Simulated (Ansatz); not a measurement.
Ti$_{2}$C in space group R-3m (No. 166; Ti on 6c, C on 3b), PBEsol in the plane-wave PAW code Ansatz, all energies at zero smearing, with the estimated change up to a 700 eV cutoff added, with one set of potentials and settings (totals compare only within such a set). Cell of 3 atoms (2 Ti, 1 C): -5196.610 eV.

| element | reference phase | E (eV/atom) |
|---|---|---|
| Ti | P6/mmm, 3 atoms in the cell | -2473.9117 |
| C | P6_3/mmc, 4 atoms in the cell | -246.6950 |

Formation energy per atom, worked out: (-5196.610 − 2×(-2473.9117) − 1×(-246.6950))/3 = -0.697 eV/atom (-67 kJ per mol of atoms), at 0 K, without zero-point energy or fitted corrections.

The first step of the workflow began from a Materials Project structure, measured or hypothetical; the Crystallography Open Database copy checked does not list it. Its standing as an ambient phase is unchecked. The PBEsol relaxation kept the symmetry of its start; of distortions, only those at the zone centre were tested. The run is not spin-polarised. The references are the lowest solids computed at this level, not always the standard phases.

Potentials: the later of the program's two PAW sets.
